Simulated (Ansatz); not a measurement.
AlCo:
```cif
data_AlCo
_chemical_formula_sum 'Al1 Co1'
_space_group_name_H-M_alt 'Pm-3m'
_space_group_IT_number 221
_space_group_name_Hall '-P 4 2 3'
_cell_length_a 2.85198
_cell_length_b 2.85198
_cell_length_c 2.85198
_cell_angle_alpha 90.000
_cell_angle_beta 90.000
_cell_angle_gamma 90.000
loop_
_atom_site_label
_atom_site_type_symbol
_atom_site_symmetry_multiplicity
_atom_site_Wyckoff_symbol
_atom_site_fract_x
_atom_site_fract_y
_atom_site_fract_z
_atom_site_occupancy
Al1 Al 1 a 0.00000 0.00000 0.00000 1
Co1 Co 1 b 0.50000 0.50000 0.50000 1
```

Relaxed with PBE.

Task: Which orbitals make up the states near the Fermi level in the program Ansatz at the PBE level (PAW)?

Result: Within 0.5 eV of the Fermi level: Co 3d 77 %, Al 3p 16 %. Projections are on Löwdin-orthogonalised atomic valence shells; empty p or d shells of many metals are not among them.

Task: Tabulate the density of states.

Result: States/eV per cell of 2 atoms, in 0.25 eV bins, energy from the Fermi level.

| E (eV) | total | Co 3d | Al 3p | Al 3s |
|---|---|---|---|---|
| -7.85 | 0.33 | 0.01 | 0.14 | 0.11 |
| -7.60 | 0.35 | 0.02 | 0.15 | 0.12 |
| -7.35 | 0.38 | 0.02 | 0.16 | 0.13 |
| -7.10 | 0.41 | 0.03 | 0.17 | 0.15 |
| -6.85 | 0.45 | 0.04 | 0.18 | 0.18 |
| -6.60 | 0.47 | 0.05 | 0.18 | 0.18 |
| -6.35 | 0.50 | 0.08 | 0.20 | 0.18 |
| -6.10 | 0.54 | 0.10 | 0.21 | 0.18 |
| -5.85 | 0.58 | 0.14 | 0.22 | 0.18 |
| -5.60 | 0.64 | 0.18 | 0.23 | 0.19 |
| -5.35 | 0.70 | 0.24 | 0.23 | 0.19 |
| -5.10 | 0.61 | 0.21 | 0.22 | 0.13 |
| -4.85 | 0.59 | 0.20 | 0.23 | 0.11 |
| -4.60 | 0.61 | 0.21 | 0.25 | 0.09 |
| -4.35 | 0.67 | 0.25 | 0.27 | 0.08 |
| -4.10 | 0.78 | 0.31 | 0.32 | 0.08 |
| -3.85 | 1.54 | 0.78 | 0.55 | 0.09 |
| -3.60 | 1.75 | 0.99 | 0.59 | 0.08 |
| -3.35 | 1.37 | 0.85 | 0.41 | 0.06 |
| -3.10 | 1.71 | 1.18 | 0.45 | 0.04 |
| -2.85 | 2.91 | 2.07 | 0.76 | 0.01 |
| -2.60 | 2.24 | 1.69 | 0.49 | 0.00 |
| -2.35 | 1.76 | 1.50 | 0.19 | 0.00 |
| -2.10 | 1.85 | 1.59 | 0.15 | 0.00 |
| -1.85 | 3.18 | 2.91 | 0.14 | 0.01 |
| -1.60 | 4.17 | 3.84 | 0.19 | 0.01 |
| -1.35 | 6.47 | 6.02 | 0.27 | 0.01 |
| -1.10 | 4.03 | 3.72 | 0.20 | 0.01 |
| -0.85 | 2.43 | 2.22 | 0.13 | 0.00 |
| -0.60 | 0.60 | 0.45 | 0.09 | 0.00 |
| -0.35 | 0.42 | 0.32 | 0.06 | 0.00 |
| -0.10 | 0.53 | 0.42 | 0.08 | 0.00 |
| 0.15 | 1.75 | 1.40 | 0.25 | 0.01 |
| 0.40 | 1.44 | 1.03 | 0.29 | 0.04 |
| 0.65 | 0.98 | 0.60 | 0.26 | 0.04 |
| 0.90 | 0.77 | 0.41 | 0.24 | 0.04 |
| 1.15 | 0.63 | 0.30 | 0.23 | 0.04 |
| 1.40 | 0.53 | 0.22 | 0.21 | 0.04 |
| 1.65 | 0.44 | 0.16 | 0.19 | 0.03 |
| 1.90 | 0.37 | 0.12 | 0.17 | 0.03 |
| 2.15 | 0.28 | 0.08 | 0.14 | 0.02 |
| 2.40 | 0.26 | 0.07 | 0.11 | 0.02 |
| 2.65 | 0.43 | 0.09 | 0.09 | 0.02 |
| 2.90 | 0.55 | 0.12 | 0.10 | 0.05 |
| 3.15 | 0.85 | 0.20 | 0.15 | 0.14 |
| 3.40 | 0.89 | 0.20 | 0.20 | 0.18 |
| 3.65 | 0.95 | 0.22 | 0.23 | 0.25 |
| 3.90 | 0.91 | 0.19 | 0.25 | 0.26 |
| 4.15 | 0.88 | 0.16 | 0.24 | 0.28 |
| 4.40 | 0.81 | 0.13 | 0.25 | 0.24 |
| 4.65 | 0.76 | 0.11 | 0.25 | 0.21 |
| 4.90 | 0.75 | 0.10 | 0.25 | 0.21 |

The cell was relaxed with PBE under the symmetry of its start. The run is not spin-polarised.

Potentials: the later of the program's two PAW sets.
